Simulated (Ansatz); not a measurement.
Relaxed-ion elastic tensor of C in space group P6_3/mmc (No. 194; C on 4f, C on 4f, C on 4e) in GPa (Voigt order), PBEsol (plane waves, PAW; program Ansatz); density 3.55 g/cm³, 5.61 Å³ per atom.

|  | 1 | 2 | 3 | 4 | 5 | 6 |
|---|---|---|---|---|---|---|
| 1 | 1190 | 108 | 50.7 | 0.0 | 0.0 | 0.0 |
| 2 | 108 | 1190 | 50.7 | 0.0 | 0.0 | 0.0 |
| 3 | 50.7 | 50.7 | 1260 | 0.0 | 0.0 | 0.0 |
| 4 | 0.0 | 0.0 | 0.0 | 487 | 0.0 | 0.0 |
| 5 | 0.0 | 0.0 | 0.0 | 0.0 | 487 | 0.0 |
| 6 | 0.0 | 0.0 | 0.0 | 0.0 | 0.0 | 540 |

Task: Is the crystal mechanically stable?

Result: Yes: the smallest eigenvalue of C is 487 GPa.

Task: Work out the Voigt, Reuss and Hill averages.

Result: K_V = 450, K_R = 450, K_H = 450; G_V = 531, G_R = 528, G_H = 529 GPa.

Task: Give Young's modulus, Poisson's ratio, Pugh's ratio and the universal anisotropy index.

Result: E = 9KG/(3K + G) = 1140 GPa; ν = 0.08; K/G = 0.85 (brittle by the Pugh limit of 1.75); A_U = 5G_V/G_R + K_V/K_R − 6 = 0.03.

Task: Estimate the sound speeds and the Debye temperature.

Result: v_l = √((K + 4G/3)/ρ) = 18000 m/s, v_t = √(G/ρ) = 12200 m/s, mean 13300 m/s; Θ = (h/k)(3n/4πV)^(1/3) v_m = 2230 K.

Task: Solve the Christoffel equation for the three sound speeds along x, y, z.

Result: Eigenvalues of C_ijkl n_j n_l equal ρv². In km/s, slowest first: x 11.71, 12.33, 18.29; y 11.71, 12.33, 18.29; z 11.71, 11.71, 18.80.

Task: How much does each axis shrink under pressure?

Result: Linear compressibilities β_i = Σ_j S_ij (j = 1 to 3): x 0.74, y 0.74, z 0.74 per TPa.

The first step of the workflow began from a Materials Project structure, measured or hypothetical. Its sites differ from those of the usual phase in this space group: another stacking or structure type. The PBEsol relaxation kept the symmetry of its start; whether a distortion lowers the energy is not shown.

Potentials: the later of the program's two PAW sets.
